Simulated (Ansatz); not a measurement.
One crystal and one scan (energy against volume) at two levels, PBE (plane waves to 420 eV, PAW, scalar-relativistic; Ansatz, a program for electronic structure) and PBEsol (plane waves to 420 eV, PAW, scalar-relativistic; Ansatz), each from its own relaxed cell and on its own mesh.

The crystal is NbSi₂ (CrSi2 type, space group P6_222); the cell is scaled evenly about its relaxed volume V₀.

The energy includes the smearing's −TS. NbSi2 is run without spin polarisation. NbSi2 was relaxed with its symmetry unable to fall. With the shape held, the modulus is that of even scaling; a crystal free to change shape is softer.

| quantity | run 1 | run 2 |
|---|---|---|
| Lattice constant a (Å) | 4.810 | 4.767 |
| Lattice constant c (Å) | 6.618 | 6.576 |
| Relaxed volume (Å³/atom) | 14.74 | 14.38 |
| Bulk modulus at fixed cell shape B₀ (third-order Birch-Murnaghan fit) (GPa) | 175.2 | 188.0 |

### Question
Which run is which level?

### Answer
Run 1 is PBE, run 2 is PBEsol. PBE gives the higher value for: lattice constant a; lattice constant c; relaxed volume. PBE gives the lower value for: bulk modulus at fixed cell shape B₀.

(A scan under strain: stresses follow from slopes of the energy per volume, elastic moduli from its curvatures.)
